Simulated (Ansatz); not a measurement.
A 4-atom cell of PbO built on the litharge structure (relaxed group P4/nmm) at its r2SCAN+rVV10 geometry, run in Ansatz 0.2.0 at 3 levels of theory. No spin polarisation and no zero-point or thermal motion.

The r2SCAN input:
```yaml
crystal:
  lattice:
    - [3.9784492919, 0.0, 0.0]
    - [0.0, 3.9784492919, 0.0]
    - [0.0, 0.0, 5.0093266658]
  atoms:
    - { symbol: Pb, position: [0.0, 0.5, 0.2364092148] }
    - { symbol: Pb, position: [0.5, 0.0, 0.7635907852] }
    - { symbol: O, position: [0.5, 0.5, 0.0] }
    - { symbol: O, position: [0.0, 0.0, 0.0] }
kpoints:
  mp_grid: { grid: [6, 6, 6] }
  band_path:
    path:
      - [0.0, 0.0, 0.0]
      - [0.0, 0.5, 0.0]
      - [0.5, 0.5, 0.0]
      - [0.0, 0.0, 0.5]
      - [0.0, 0.5, 0.5]
      - [0.5, 0.5, 0.5]
      - [-0.072917, -0.072917, 0.0]
    npoints: 1
hamiltonian:
  xc: r2scan
scf:
  occupations: { method: fixed }
  n_extra_bands: 5
output:
  forces: true
  stress: true
  eigenvalues: true
  write_density: true
  write_potential: true
  elf: true
  volumetric_format: npy
```

Main results, then, where recorded, the levels near the gap in eV from the Fermi energy (columns number the bands from 0), one row a point of the path (Γ, X, M, Z, R, A, M–Γ (0.85)):
```
Crystal: 4 atoms, lattice volume = 79.288 Å³
Symmetry: 16 space group operations
Space group: P4/nmm (ITA 129)
```
```
Basis set: ecut = 500 eV, 2019 PW (Γ)
k-points: 40 of 216
SCF 1 converged in 7 iterations: F = -24978.648355 eV  dr2 = 8.76e-8
Free energy (F): -24978.648355 eV
Fermi energy:    8.347078 eV
--- Forces (eV/Å), atoms counted from 1 ---
  atom   1  Pb      0.00000      0.00000    -0.01528
  atom   2  Pb      0.00000      0.00000      0.01528
  atom   3  O       0.00000      0.00000      0.00000
  atom   4  O       0.00000      0.00000      0.00000
--- Stress (GPa, compression-positive) ---
        1.232554       0.000000       0.000000
        0.000000       1.232554       0.000000
        0.000000       0.000000       1.200332
  P = ⅓ Tr σ = 1.2218 GPa (12.218 kbar)
```
```tsv
band_17	band_18	band_19	band_20	band_21	band_22
-1.807	-1.807	0.000	2.824	5.891	6.054
-3.162	-1.735	-1.735	3.778	3.778	7.060
-1.753	-1.169	-1.169	1.534	1.534	5.711
-1.832	-1.832	-1.021	2.363	4.387	4.387
-3.129	-1.083	-1.083	3.412	3.412	6.776
-2.339	-1.172	-1.172	3.801	3.801	5.221
-2.044	-1.681	0.002	3.122	5.457	5.575
```

With r2SCAN the valence top lies at M–Γ (0.85 of the way from M) and the conduction bottom at M, 1.53 eV higher; the smallest vertical gap, at M, is 2.70 eV.

Problem. In the first input these blocks are replaced (the band path and keys that only write files left aside):
```yaml
kpoints:
  mp_grid: { grid: [4, 4, 4] }
hamiltonian:
  xc: hse06
```
What comes out?

Solution.
```
Basis set: ecut = 420 eV, 1569 PW (Γ)
k-points: 18 of 64
SCF 1 stopped early in 3 iterations: F = -24947.051894 eV  dr2 = 1.44e-4
Exchange kernel: α = 0.2500, screened, ω = 0.2079 Å⁻¹, Wigner–Seitz truncation, v(0) = 1037.9629 eV·Å³, q-mesh 4×4×4
SCF 2 stopped early in 7 iterations: F = -24953.591050 eV  dr2 = 3.00e-6
hybrid outer 1: dexx = +1.742e-2 eV, tail = 4.41e-5 eV
SCF 3 converged in 5 iterations: F = -24953.590728 eV  dr2 = 1.25e-9
hybrid outer 2: dexx = +6.787e-7 eV, tail = 1.56e-8 eV, Δε = 3.39e-3 eV, ΔF = 2.42e-2 eV/Å
SCF 4 converged in 3 iterations: F = -24953.590728 eV  dr2 = 9.64e-11
hybrid outer 3: dexx = +3.822e-10 eV, tail = 2.06e-10 eV, Δε = 4.55e-5 eV, ΔF = 2.63e-4 eV/Å
Free energy (F): -24953.590728 eV
Fermi energy:    8.065368 eV
--- Forces (eV/Å), atoms counted from 1 ---
  atom   1  Pb      0.00000      0.00000    -0.26673
  atom   2  Pb      0.00000      0.00000      0.26673
  atom   3  O       0.00000      0.00000      0.00000
  atom   4  O       0.00000      0.00000      0.00000
--- Stress (GPa, compression-positive) ---
        0.593984       0.000000       0.000000
        0.000000       0.593984       0.000000
        0.000000       0.000000       0.787287
  P = ⅓ Tr σ = 0.6584 GPa (6.584 kbar)
```
```tsv
band_17	band_18	band_19	band_20	band_21	band_22
-2.191	-2.191	0.000	3.265	6.467	6.614
-3.638	-1.921	-1.921	4.257	4.257	7.759
-1.831	-1.507	-1.507	1.886	1.886	6.196
-2.212	-2.212	-1.246	2.834	4.875	4.875
-3.603	-1.240	-1.240	3.898	3.898	7.361
-2.456	-1.509	-1.509	4.229	4.229	5.752
-2.443	-2.057	-0.001	3.573	6.009	6.082
```
HSE06 gives an indirect gap of 1.89 eV, from Γ to M; the least direct gap is 3.27 eV at Γ. With the atoms held, the mean pressure is +0.7 GPa (compression positive). The stress of a hybrid is loosely converged here.

PBE0. Against the first input these blocks differ (the band path and keys that only write files left aside):
```yaml
kpoints:
  mp_grid: { grid: [4, 4, 4] }
hamiltonian:
  xc: pbe0
```

```
Basis set: ecut = 420 eV, 1569 PW (Γ)
k-points: 18 of 64
SCF 1 stopped early in 3 iterations: F = -24947.051748 eV  dr2 = 1.45e-4
Exchange kernel: α = 0.2500, full range, Wigner–Seitz truncation, v(0) = 10061.7524 eV·Å³, q-mesh 4×4×4
SCF 2 stopped early in 7 iterations: F = -24947.704429 eV  dr2 = 4.46e-6
hybrid outer 1: dexx = +2.494e-2 eV, tail = 5.31e-5 eV
SCF 3 converged in 6 iterations: F = -24947.704160 eV  dr2 = 6.25e-10
hybrid outer 2: dexx = +1.238e-6 eV, tail = 1.97e-8 eV, Δε = 3.42e-3 eV, ΔF = 3.07e-2 eV/Å
SCF 4 converged in 2 iterations: F = -24947.704160 eV  dr2 = 9.06e-10
hybrid outer 3: dexx = +7.017e-10 eV, tail = 1.86e-9 eV, Δε = 5.29e-5 eV, ΔF = 1.51e-4 eV/Å
Free energy (F): -24947.704160 eV
Fermi energy:    7.720855 eV
--- Forces (eV/Å), atoms counted from 1 ---
  atom   1  Pb      0.00000      0.00000    -0.26875
  atom   2  Pb      0.00000      0.00000      0.26875
  atom   3  O       0.00000      0.00000      0.00000
  atom   4  O       0.00000      0.00000      0.00000
--- Stress (GPa, compression-positive) ---
        0.509410       0.000000       0.000000
        0.000000       0.509410       0.000000
        0.000000       0.000000       0.702157
  P = ⅓ Tr σ = 0.5737 GPa (5.737 kbar)
```
```tsv
band_17	band_18	band_19	band_20	band_21	band_22
-2.234	-2.234	0.000	3.940	7.168	7.322
-3.694	-1.967	-1.967	4.950	4.950	8.486
-1.849	-1.550	-1.550	2.540	2.540	6.877
-2.257	-2.257	-1.295	3.512	5.570	5.570
-3.659	-1.265	-1.265	4.587	4.587	8.078
-2.500	-1.552	-1.552	4.921	4.921	6.459
-2.488	-2.098	-0.002	4.252	6.709	6.784
```

With PBE0 the valence top lies at Γ and the conduction bottom at M, 2.54 eV higher; the smallest vertical gap, at Γ, is 3.94 eV. The mean pressure at these positions is +0.6 GPa, compression counted positive. (The program warns that its thresholds are loose for a hybrid's stress.)

Small level splittings and stresses of the hybrids carry the error of their coarser meshes.

Totals of different functionals can't be compared.

Spin-orbit coupling is left out; in compounds of Pb, Bi, Tl or Hg it can lower a gap by up to about 1 eV, split its edges or invert the bands.

The meshes of the hybrids are coarse, so their gaps aren't converged to the digits shown.
